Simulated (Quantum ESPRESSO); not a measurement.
Field gradients of SnSe from the PAW reconstruction of the field gradient on a scalar-relativistic PBE ground state (a modified build of Quantum ESPRESSO, JTH datasets), 20 Ha, k-mesh 2×6×5 through Γ:

```yaml
crystal:
  lattice:
    - [11.66446, 0.00000, 0.00000]
    - [0.00000, 4.12625, 0.00000]
    - [0.00000, 0.00000, 4.70091]
  atoms:
    - { symbol: Sn, position: [0.61879, 0.75000, 0.37655] }
    - { symbol: Sn, position: [0.38121, 0.25000, 0.62345] }
    - { symbol: Sn, position: [0.88121, 0.25000, 0.87655] }
    - { symbol: Sn, position: [0.11879, 0.75000, 0.12345] }
    - { symbol: Se, position: [0.14855, 0.25000, 0.50918] }
    - { symbol: Se, position: [0.85145, 0.75000, 0.49082] }
    - { symbol: Se, position: [0.35145, 0.75000, 0.00918] }
    - { symbol: Se, position: [0.64855, 0.25000, 0.99082] }
```
The geometry is a computed Materials Project entry, not a measured one. It is SnSe in Pnma. Stability against distortions was not tested. Forces on the atoms reach 0.16 eV/Å at this level.

Vzz is the sum of three terms, each taken along its main axis: the smooth valence density, the ions (nucleus and frozen core) with the augmentation charges of all other spheres, and the all-electron minus smooth density in the atom's own sphere. The split hangs on the datasets.  Cores are frozen. Sn, Se had no test against all-electron runs. Spin–orbit coupling is left out, a limit on Sn.

```tsv
site	smooth valence density	ions and other spheres	own sphere	Vzz (a.u.)
Sn (atoms 1, 2, 3, 4)	-0.002	-0.004	?	?
Se (atoms 5, 6, 7, 8)	0.013	-0.033	?	?
```

Q: Fill in the missing entries.

A: 
- Sn (atoms 1, 2, 3, 4), own sphere: -1.021
- Sn (atoms 1, 2, 3, 4), Vzz (a.u.): -1.027
- Se (atoms 5, 6, 7, 8), own sphere: -0.799
- Se (atoms 5, 6, 7, 8), Vzz (a.u.): -0.819
